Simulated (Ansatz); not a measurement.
MoRu in space group P-6m2 (No. 187; Mo on 1e, Ru on 1d) under volume change, the program Ansatz at the PBEsol level (PAW), shape and atoms relaxed at each volume.

```
V (Å³/atom)  E − E(relaxed) (meV/atom)  P (GPa)
-----------  -------------------------  -------
13.015                           129.3    35.04
13.444                             ___      ___
13.873                             ___      ___
14.302                             0.0     0.00
14.731                            11.5    -8.35
15.160                            43.6   -15.43
15.589                            93.2   -21.43
```

Q: Some entries are withheld; supply them.

A: 
- 13.873, E − E(relaxed) (meV/atom): 12.8
- 13.873, P (GPa): 9.83
- 13.444, E − E(relaxed) (meV/atom): 54.2
- 13.444, P (GPa): 21.41

Q: What does a third-order Birch–Murnaghan fit give for V₀, B₀ and B′?

A: V₀ = 14.30 Å³/atom, B₀ = 301 GPa, B′ = 4.4.

The workflow started from a Materials Project entry (that database holds measured and hypothetical structures alike); the Crystallography Open Database copy checked does not list it. With Mo and Ru taken as one species the cell has the higher symmetry P6_3/mmc, so it may be an ordered model of a mixed-site phase. Its standing as an ambient phase is unchecked. Symmetry was held in the PBEsol relaxation; of distortions, only those at the zone centre were tested. No spin polarisation was allowed.

Potentials: the later of the program's two PAW sets.
